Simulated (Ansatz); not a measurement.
A relaxed cell of Na₂Sr₂Te₃ is given with its symmetry left out. The cell was found from a structure generator's guess, not taken from experiment.

Method: Ansatz 0.2.0, DFT PBE, scalar-relativistic, plane waves, PAW. Cutoff 420 eV, Γ-centred mesh, Gaussian smearing, no spin polarisation.

```cif
data_structure
_symmetry_space_group_name_H-M 'P 1'
_symmetry_Int_Tables_number 1
_cell_length_a 5.6006
_cell_length_b 5.6006
_cell_length_c 10.0773
_cell_angle_alpha 90.000
_cell_angle_beta 90.000
_cell_angle_gamma 120.000
_cell_volume 273.74
loop_
_atom_site_label
_atom_site_type_symbol
_atom_site_fract_x
_atom_site_fract_y
_atom_site_fract_z
_atom_site_occupancy
Na1 Na 0.33333 0.66667 0.50000 1
Na2 Na 0.66667 0.33333 0.50000 1
Sr1 Sr 0.33333 0.66667 0.00000 1
Sr2 Sr 0.66667 0.33333 0.00000 1
Te1 Te 0.00000 0.00000 0.50000 1
Te2 Te 0.00000 0.00000 0.16161 1
Te3 Te 0.00000 0.00000 0.83839 1
```

Formation energies are uncorrected and refer to the elements' standard structures at the same level.

Task: Find its symmetry and describe it.

Result: P6/mmm (No. 191). Conventional cell: a = 5.601 Å, c = 10.077 Å. Around Na lie 3 Te at 3.23 Å and 3 Na at 3.23 Å; Sr has 3 Sr at 3.23 Å and 6 Te at 3.62 Å; around Te on a site of symmetry 6/mmm lie 6 Na at 3.23 Å and 2 Te at 3.41 Å; Te on a site of symmetry 6mm is surrounded by 2 Te at 3.26–3.41 Å and 6 Sr at 3.62 Å.

Task: What is its formation energy per atom?

Result: −0.51 eV/atom. It lies below the elements, which doesn't yet make it stable against other compounds or structures.

Task: Is it a metal?

Result: Yes, bands cross the Fermi level on the 12×12×4 mesh.

The last run used a 12×12×4 mesh (in the run's order of axes) for its 7-atom cell and Gaussian smearing of 0.10 eV. Spin–orbit coupling, which can matter for Te, is left out. The reference form of Te is held partly by dispersion forces, which this level lacks. A structure relaxed within its symmetry needn't be a true minimum.
